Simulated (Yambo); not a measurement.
Yambo run on NaAuO$_{2}$ (space group C2/m, No. 12). The wavefunctions are LDA (pw.x of Quantum ESPRESSO, ONCV potentials, no spin-orbit coupling) ones on a 4×4×2 mesh (20 occupied bands); a = 3.5322 Å, b = 3.5322 Å, c = 6.0129 Å, α = 115.65°, β = 115.65°, γ = 50.01°.

Yambo input:

```
rim_cut
gw0
dyson
el_el_corr
HF_and_locXC
ppa
em1d
RandQpts= 1000000
RandGvec= 1 Ry
EXXRLvcs= 88 Ry
VXCRLvcs= 352 Ry
Chimod= "HARTREE"
% BndsRnXp
 6 | 85 |
%
NGsBlkXp= 8 Ry
% LongDrXp
 1.0 | 1.0 | 1.0 |
%
PPAPntXp= 27.2114 eV
% GbndRnge
 1 | 85 |
%
GTermKind= "BG"
DysSolver= "n"
ExtendOut
% QPkrange
 4 | 4 | 21 | 21 |
 6 | 6 | 20 | 21 |
 11 | 11 | 20 | 20 |
%
```

k points by index: 4 = (0, 0.25, -0.5), 6 = (0, -0.5, -0.5), 11 = (0.25, -0.25, 0).

The o-*.qp file then holds:

```
#    K-point    Band    Eo [eV]    E [eV]    E-Eo [eV]    Vxc [eV]    Vnlxc [eV]    Sc|Eo [eV]    Sc|E [eV]    dSc/dw|Eo [eV]    Re(Z)    Im(Z)
#
    4    21    1.481888    2.727149    1.245261    -20.70759    -16.55290    -2.614208    -2.909422    -6.450618    0.808369    -0.001200
    6    20    -0.018274    -0.682462    -0.664188    -21.05013    -26.72106    4.825608    5.006746    -7.419490    0.785753    -0.001400
    6    21    2.087902    3.441008    1.353106    -22.31583    -17.89831    -2.709614    -3.064411    -7.133971    0.792279    -0.002604
    11    20    0.000000    -0.665745    -0.665745    -21.10841    -26.77149    4.816442    4.997339    -7.392298    0.786370    -0.001399
```
(The two width columns are left out.) Convergence of these settings isn't established.

Geometry relaxed with LDA.

The structure is a Materials Project entry; no match was found in the copy of COD used, and its stability was not checked.
